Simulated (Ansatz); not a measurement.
CdF2 (fluorite)

```yaml
crystal:
  lattice:
    - [0.00000, 2.69422, 2.69422]
    - [2.69422, 0.00000, 2.69422]
    - [2.69422, 2.69422, 0.00000]
  atoms:
    - { symbol: Cd, position: [0.00000, 0.00000, 0.00000] }
    - { symbol: F, position: [0.25000, 0.25000, 0.25000] }
    - { symbol: F, position: [0.75000, 0.75000, 0.75000] }
```

The slice is a {110} plane (indices of the conventional cell) through the point (0.750, 0.750, 0.750) (fractional), spanned by u = [100] and v = [1 -1 -1] in vectors of this cell: u (3.81 Å) and v (5.39 Å, at 90° to u). It covers one period; positions are fractions (u, v).

Computed with r2SCAN (plane waves to 500 eV, PAW, scalar-relativistic; Ansatz, a first-principles code). k mesh 11×11×11. Near the nuclei the fields are pseudised (PAW); where an atom keeps semicore shells as valence, they peak there. CdF2 was relaxed with its symmetry unable to fall.

Three fields on this plane, each scaled to ten steps between its own extremes (0 low, 9 high; the total valence density on a logarithmic scale, the potential cut 8 eV below its top; x marks points blanked near nuclei; v = 0 in the bottom row):

Map A
```
|xxxx5200025xxx|
|xxxx0xxxxx0xxx|
|xxx2xxxxxxx2xx|
|9850xxxxxxx058|
|9850xxxxxxx058|
|9850xxxxxxx058|
|xxx2xxxxxxx2xx|
|xxxx0xxxxx0xxx|
|xxxx5200025xxx|
|xxxx8654568xxx|
|xxxx9887889xxx|
|xxxx9999999xxx|
|xxx999999999xx|
|99999999999999|
|99999999999999|
|99999999999999|
|xxx999999999xx|
|xxxx9999999xxx|
|xxxx9887889xxx|
|xxxx8654568xxx|
```

Map B
```
|xxxx3246423xxx|
|xxxx2xxxxx2xxx|
|xxx2xxxxxxx2xx|
|6523xxxxxxx325|
|0014xxxxxxx410|
|6523xxxxxxx325|
|xxx2xxxxxxx2xx|
|xxxx2xxxxx2xxx|
|xxxx3246423xxx|
|xxxx7112117xxx|
|xxxx9100019xxx|
|xxxx7100017xxx|
|xxx930000039xx|
|66310000000135|
|00000000000000|
|65310000000136|
|xxx930000039xx|
|xxxx7100017xxx|
|xxxx9100019xxx|
|xxxx7112117xxx|
```

Map C
```
|xxxx8899988xxx|
|xxxx9xxxxx9xxx|
|xxx9xxxxxxx9xx|
|8889xxxxxxx988|
|6779xxxxxxx977|
|8889xxxxxxx988|
|xxx9xxxxxxx9xx|
|xxxx9xxxxx9xxx|
|xxxx8899988xxx|
|xxxx8666668xxx|
|xxxx7544457xxx|
|xxxx6432346xxx|
|xxx753111357xx|
|88753210123578|
|66543100013456|
|88753210123578|
|xxx753111357xx|
|xxxx6432346xxx|
|xxxx7544457xxx|
|xxxx8666668xxx|
```

Task: Assign the maps to these fields: electron localisation function (ELF); valence electron density; electrostatic potential energy of an electron, from the cell's mean.

Result: A is the electrostatic potential energy of an electron, from the cell's mean; B is the electron localisation function (ELF); C is the valence electron density.
